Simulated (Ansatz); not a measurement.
SnO$_{2}$:
```
SnO2
1.0
    4.75474     0.00000     0.00000
    0.00000     4.75474     0.00000
    0.00000     0.00000     3.18807
Sn O
2 4
Direct
  0.50000   0.50000   0.50000
  0.00000   0.00000   0.00000
  0.19386   0.80614   0.50000
  0.80614   0.19386   0.50000
  0.69386   0.69386   0.00000
  0.30614   0.30614   0.00000
```

Relaxed with HSE06.

Question: Give the Bader charges and basin volumes of the independent atoms, DFT-HSE06 in the program Ansatz with PAW potentials.

Answer: 

```
atom  Bader charge (e)  Bader volume (Å³)
----  ----------------  -----------------
Sn1              +2.63                9.8
O3               -1.31               13.1
```

Space group P4_2/mnm (rutile). The HSE06 relaxation kept the symmetry of its start. Scalar-relativistic: spin–orbit coupling is off unless named, which matters more the heavier the elements.

Potentials: the earlier of the program's two PAW sets.
